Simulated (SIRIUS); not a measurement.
A self-consistent single point of SrTiO₃ (Pm-3m, 5 atoms in the cell; from Materials Project mp-5229, changed as shown).

```yaml
crystal:
  lattice:
    - [3.90347, 0.00000, 0.00000]
    - [0.00000, 3.90347, 0.00000]
    - [0.00000, 0.00000, 3.90347]
  atoms:
    - { symbol: Sr, position: [0.00000, 0.00000, 0.00000] }
    - { symbol: Ti, position: [0.50000, 0.50000, 0.50000] }
    - { symbol: O, position: [0.50000, 0.00000, 0.50000] }
    - { symbol: O, position: [0.00000, 0.50000, 0.50000] }
    - { symbol: O, position: [0.50000, 0.50000, 0.00000] }
```

All values come from this method and carry its errors: PBE, GBRV PBE ultrasoft pseudopotentials (plane waves; SIRIUS 7.12.0).

SIRIUS settings:

| setting | value |
|---|---|
| parameters.ngridk | 8 8 8 |
| parameters.xc_functionals | [XC_GGA_X_PBE, XC_GGA_C_PBE] |
| parameters.gk_cutoff | 6.325 1/bohr |
| parameters.pw_cutoff | 14.143 1/bohr |
| parameters.smearing | fermi_dirac |
| parameters.smearing_width | 0.00183747 Ha |
| potentials | GBRV PBE ultrasoft pseudopotentials |
| parameters.electronic_structure_method | pseudopotential |
| parameters.num_bands | 24 |
| parameters.num_mag_dims | 0 |
| parameters.num_dft_iter | 100 |
| parameters.energy_tol | 1e-07 Ha |
| parameters.density_tol | 1e-06 |
| mixer.type | anderson |
| mixer.beta | 0.5 |
| mixer.use_hartree | true |

Results:

```
Property                                                 Result
------------------------------------------------  -------------
Number of valence electrons                                  40
Number of bands                                              24
Number of k-points after the program's reduction             35
Number of plane waves (most at a k-point)                  1747
Number of SCF iterations                                     18
FFT grid                                           36 × 36 × 36
Free energy E − TS                                -3905.0053 eV
Gap on the k-point mesh                                 1.89 eV
Pressure                                               4.81 GPa
```

Stress (GPa, positive for compression):
```
4.81  0.00  0.00
0.00  4.81  0.00
0.00  0.00  4.81
```

Gaps are taken between levels on the mesh.

For comparison: a first run was changed to give this one (lattice scaled by 0.98), and from it to this one the free energy goes down by 2.3 meV/atom, the pressure goes from -5.34 to 4.81 GPa and the gap on the mesh goes from 1.772 to 1.891 eV.

The structure comes from a collection of computed structures, made at another level of theory; the collection holds predicted forms beside known ones. Its lattice was then scaled.

Cost on one core: around 40 core-seconds (rough).
